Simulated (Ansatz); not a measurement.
Ta2C in space group P4/nmm (No. 129; Ta on 2a, Ta on 2c, C on 2c) under volume change, plane-wave PAW PBEsol (Ansatz code), shape and atoms relaxed at each volume.

```json
[
 {"V (Å³/atom)": "11.912", "E − E(relaxed) (meV/atom)": "105.0", "P (GPa)": "30.98"},
 {"V (Å³/atom)": "12.305", "E − E(relaxed) (meV/atom)": "44.1", "P (GPa)": "18.99"},
 {"V (Å³/atom)": "12.698", "E − E(relaxed) (meV/atom)": "10.4", "P (GPa)": "8.75"},
 {"V (Å³/atom)": "13.091", "E − E(relaxed) (meV/atom)": "0.0", "P (GPa)": "0.00"},
 {"V (Å³/atom)": "13.483", "E − E(relaxed) (meV/atom)": "9.4", "P (GPa)": "-7.46"},
 {"V (Å³/atom)": "13.876", "E − E(relaxed) (meV/atom)": "35.7", "P (GPa)": "-13.81"},
 {"V (Å³/atom)": "14.269", "E − E(relaxed) (meV/atom)": "76.3", "P (GPa)": "-19.20"}
]
```

### Question
What does a third-order Birch–Murnaghan fit give for V₀, B₀ and B′?

### Answer
V₀ = 13.09 Å³/atom, B₀ = 268 GPa, B′ = 4.3.

A made-up cell: these elements were put on the sites of a structure type; neither database checked (COD, Materials Project) lists it. COD files the formula under space group No. 164. Its standing as an ambient phase is unchecked. Symmetry was held in the PBEsol relaxation; whether a distortion lowers the energy is not shown. No spin polarisation was allowed. Scalar-relativistic: spin–orbit coupling is off unless named, which matters more the heavier the elements.

Potentials: the earlier of the program's two PAW sets. The files were generated under PBE; for other functionals the program regenerates the frozen cores, and for LDA and PBEsol the local potential too.
